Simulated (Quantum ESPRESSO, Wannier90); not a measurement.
# Ag (fcc (Cu type)), plane waves to Wannier functions

```xyz
1
Lattice="0.0000 2.0522 2.0522 2.0522 0.0000 2.0522 2.0522 2.0522 0.0000" Properties=species:S:1:pos:R:3 pbc="T T T"
Ag     0.0000     0.0000     0.0000
```

Cell from Materials Project (mp-124), symmetrised, no further relaxation. This is the element's usual structure. Method: PBEsol plane waves in Quantum ESPRESSO 7.5 (PseudoDojo norm-conserving files, 66 Ry, spinors with spin-orbit coupling), Bloch states on a 10×10×10 mesh through Γ, Wannier90 4.0.1. Density: 18×18×18 mesh, cold smearing 0.01 Ry.

Valence charges of the files: Ag 19. 42 bands were computed.

Isolated groups of bands, relative to the Fermi level (bands from 9 on overlap up to the last one computed):

| bands | from (eV) | to (eV) | filling | weight on atomic waves |
|---|---|---|---|---|
| 1–2 | -91.75 | -91.73 | filled | Ag 4s 99 % |
| 3–4 | -58.82 | -58.75 | filled | Ag 4p 100 % |
| 5–8 | -53.73 | -53.60 | filled | Ag 4p 100 % |

Wanted is a model with the orbitals Ag s p d, without the filled groups that are mainly made of other shells (semicore states, and anion s where it isn't named); all higher bands stay in for disentanglement.

Q: Give num_wann, exclude_bands and num_bands, and the number of electrons that the model holds.

A: Electrons: 1×19 = 19, or 19.0 bands' worth; no gap over 0.05 eV opens at the Fermi level at this level of theory.
num_wann = 2 × (1×9) = 18.
exclude_bands = 1-8, 8 bands, so num_bands = 42 − 8 = 34.
The model holds 19 − 1×8 = 11 electrons. With the window frozen to 1.50 eV it follows pw.x to 8.0 meV rms (states up to 1.0 eV relative to the Fermi level).
